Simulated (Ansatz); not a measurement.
Consider a crystal of Sc2InSbAs2 in space group P6/mmm (No. 191), with Sc on 2c; In on 1a; Sb on 1b; As on 2e.

Computed with Ansatz, DFT PBE, scalar-relativistic, plane waves, PAW. Cutoff 420 eV, Γ-centred mesh, Gaussian smearing, collinear spin.

Energies over the elements count from the elements' standard structures at the same level, with no fitted energy shifts.

Question: Predict the relaxed structure.

Answer:

Space group P6/mmm (No. 191). a = 5.263 Å, b = 5.263 Å, c = 10.305 Å, α = 90.00°, β = 90.00°, γ = 120.00°
```csv
atom,site,symmetry,x,y,z
Sc,2c,-6m2,0.3333,0.6667,0.0000
In,1a,6/mmm,0.0000,0.0000,0.0000
Sb,1b,6/mmm,0.0000,0.0000,0.5000
As,2e,6mm,0.0000,0.0000,0.2561
```

Around Sc lie 3 In at 3.04 Å and 3 Sc at 3.04 Å; In is surrounded by 2 As at 2.64 Å and 6 Sc at 3.04 Å; around Sb lie 2 As at 2.51 Å; As is surrounded by 1 Sb at 2.51 Å and 1 In at 2.64 Å. Another local minimum with the same sites may exist.

Question: And its energy and gap?

Answer: The formation energy is +0.75 eV/atom and the gap on the 12×12×4 mesh of the 6-atom cell is 0 eV (a metal). The net moment per atom is 0.33 μB and the moment by site is Sc 0.7 (×2) μB. It can't be a ground state, since the elements alone are lower.

The last run used collinear spin and Gaussian smearing of 0.10 eV. These runs have no spin–orbit coupling, which can matter for Sb. The reference form of As is held partly by dispersion forces, which this level lacks. Another magnetic order may lie lower. A structure relaxed within its symmetry needn't be a true minimum. Another cell of Sc2InSbAs2 relaxed alike but without spin, in P4/mmm, lies 1.09 eV/atom lower, so this cell isn't the stable form at this level. Site moments count only spheres around the atoms; the net moment includes the space between them.
